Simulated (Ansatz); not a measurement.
Does relaxation matter for the field gradients of MoS2 with Mn replacing Mo?

Start: a supercell of MoS2 (space group P6_3/mmc) built from a COD entry, with all atoms left at the host's positions.

```cif
data_MnMo7S16
_symmetry_space_group_name_H-M 'P-6m2'
_symmetry_Int_Tables_number 187
_cell_length_a 6.3380
_cell_length_b 6.3380
_cell_length_c 12.3240
_cell_angle_alpha 90.000
_cell_angle_beta 90.000
_cell_angle_gamma 120.000
loop_
_atom_site_label
_atom_site_type_symbol
_atom_site_symmetry_multiplicity
_atom_site_Wyckoff_symbol
_atom_site_fract_x
_atom_site_fract_y
_atom_site_fract_z
Mn Mn 1 a 0.0000 0.0000 0.0000
Mo2 Mo 3 j 0.0000 0.5000 0.0000
Mo5 Mo 3 k 0.1667 0.8333 0.5000
Mo8 Mo 1 f 0.6667 0.3333 0.5000
S9 S 2 g 0.0000 0.0000 0.3730
S10 S 6 n 0.0000 0.5000 0.3730
S13 S 6 n 0.1667 0.8333 0.8730
S16 S 2 i 0.6667 0.3333 0.8730
```

One atom of each set is listed.

All values are calculated (Ansatz; DFT, PBE, plane waves and PAW, scalar-relativistic, collinear spin, 420 eV cutoff, Γ-centred 4×4×2 k-points, Fermi–Dirac smearing 0.01 eV, cell charge -1), not measured. Start moments as typed (μB): 4 on each Mn, none on the rest.

The largest force at the start is 0.67 eV/Å. Relaxing the ions at fixed cell moves them by 0.084 Å at most (atom 21, S) and 0.043 Å rms. End positions:

Mn (0.0000, 0.0000, 0.0000)
Mo2 (0.9966, 0.4983, 0.0000)
Mo5 (0.1669, 0.8331, 0.5000)
Mo8 (0.6667, 0.3333, 0.5000)
S9 (0.0000, 0.0000, 0.3731)
S10 (0.0005, 0.5003, 0.3726)
S13 (0.1611, 0.8389, 0.8777)
S16 (0.6667, 0.3333, 0.8728)

```
site  moved (Å)              first shell before               first shell after  V_zz before (10²¹ V/m²)  η before
  Mn      0.000                   6 S at 2.41 Å                   6 S at 2.32 Å                    -0.41      0.00
 Mo2      0.019                   6 S at 2.41 Å                   6 S at 2.40 Å                    -7.28      0.29
 Mo5      0.002                   6 S at 2.41 Å                   6 S at 2.41 Å                    -7.54      0.01
 Mo8      0.000                   6 S at 2.41 Å                   6 S at 2.41 Å                    -7.28      0.00
  S9      0.001                  3 Mo at 2.41 Å                  3 Mo at 2.41 Å                    -5.28      0.00
 S10      0.006                  3 Mo at 2.41 Å                  3 Mo at 2.41 Å                    -5.21      0.00
 S13      0.084  2 Mo at 2.41 Å, 1 Mn at 2.41 Å  1 Mn at 2.32 Å, 2 Mo at 2.40 Å                    -4.27      0.37
 S16      0.002                  3 Mo at 2.41 Å                  3 Mo at 2.40 Å                    -4.88      0.00
```

Task: How do the gradients change?

Result: 

| site | V_zz after | η after | change of V_zz |
| --- | --- | --- | --- |
| Mn | 0.053 | 0.00 | +0.46 |
| Mo2 | -7.93 | 0.39 | -0.65 |
| Mo5 | -7.44 | 0.03 | +0.10 |
| Mo8 | -6.59 | 0.00 | +0.69 |
| S9 | -5.28 | 0.00 | 0.00 |
| S10 | -5.14 | 0.01 | +0.07 |
| S13 | -5.12 | 0.40 | -0.85 |
| S16 | -4.89 | 0.00 | -0.01 |

The largest change of V_zz is on S13, from -4.27 to -5.12. In per cent, |V_zz| changes by -9 to +9 on Mo, -1 to +20 on S (all sites that start above 2). V_zz changes sign on Mn (same axis). The electronic state changes along with the positions (absolute moment from 3.2 to 2.6 μB), so the changes aren't those of geometry alone.

The defect repeats with the cell of 24 atoms, so it feels its images: sites between two images don't show the values beside a lone defect, and zeros or small values of η there can come from the images' arrangement. Mo and S carry a gradient in the pure host already, so the values there aren't the defect's effect alone. A uniform background compensates the cell's charge. The defect cell has no gap above 0.1 eV on its mesh, so the values can hang on the smearing and the k-mesh. Without spin–orbit coupling (the program notes it for Mo) the gradients can shift somewhat, as the gap is small.
Before: The neighbours have not yet relaxed around the defect (largest force 0.67 eV/Å), so a real crystal will differ.
After: The relaxation keeps the site symmetry -6m2 of the start, so the impurity can't leave its site; a distortion that would localise the partly filled state isn't explored.
